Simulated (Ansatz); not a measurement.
A distorted cell of ZrO2 (baddeleyite type, space group P2_1/c):

```
ZrO2
1.0
    5.38967     0.00000     0.00000
    0.00000     5.44368     0.00000
   -0.93949     0.00000     5.50595
Zr O
4 8
Direct
  0.26384   0.06369   0.22970
  0.73616   0.56369   0.27030
  0.73616   0.93631   0.77030
  0.26384   0.43631   0.72970
  0.04842   0.31143   0.37548
  0.95158   0.81143   0.12452
  0.95158   0.68857   0.62452
  0.04842   0.18857   0.87548
  0.48399   0.77182   0.42842
  0.51601   0.27182   0.07158
  0.51601   0.22818   0.57158
  0.48399   0.72818   0.92842
```

Computed with PBE (plane waves to 420 eV, PAW, scalar-relativistic; Ansatz, a first-principles code). k mesh 5×5×5 (Γ-centred), Fermi-Dirac smearing 0.05 eV. The energy includes the smearing's −TS. Compression counts positive. The relaxing atoms change the space group within the scan (C2/c at V/V₀ = 1.160), so nothing is fitted. ZrO2 is run without spin polarisation. ZrO2 was relaxed with its symmetry unable to fall.

Problem. What is the stress tensor (GPa)?

Solution. 
```
  -11.4      0.0     -4.7
    0.0    -10.5      0.0
   -4.7      0.0     -8.2
```
The pressure, a third of the trace, is -10.1 GPa.

Problem. It is the relaxed cell scaled evenly to V/V₀ = 1.120, atoms relaxed where free. What is its energy relative to the relaxed cell?

Solution. 68.5 meV/atom.

(Under strain, the slope of the energy per volume gives the stress and its curvature an elastic modulus.)
